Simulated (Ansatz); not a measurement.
CdSiP$_{2}$:
```xyz
8
Lattice="-2.8620 2.8620 5.2909 2.8620 -2.8620 5.2909 2.8620 2.8620 -5.2909" Properties=species:S:1:pos:R:3 pbc="T T T"
Cd     0.0000     2.8620     2.6455
Cd     0.0000     0.0000     0.0000
Si     2.8620     0.0000     2.6455
Si     0.0000     0.0000     5.2909
P      1.4310     1.6918    -1.3227
P      1.4310     1.1702     3.9682
P      4.0321     1.4310     1.3227
P     -1.1702     1.4310     6.6136
```

PBE in the plane-wave PAW code Ansatz gives a gap of 1.42 eV without spin–orbit coupling, maximum at Γ, minimum at Γ.

**Question.** What happens when spin–orbit coupling is switched on?

**Answer.** The gap hardly moves, to 1.42 eV; maximum at Γ, minimum at Γ.

**Question.** Give the hole effective mass with spin–orbit coupling.

**Answer.** 0.14, 0.46, 0.46 mₑ (principal values).

Space group I-42d (chalcopyrite). The cell was relaxed with PBE under the symmetry of its start.

Potentials: the later of the program's two PAW sets.
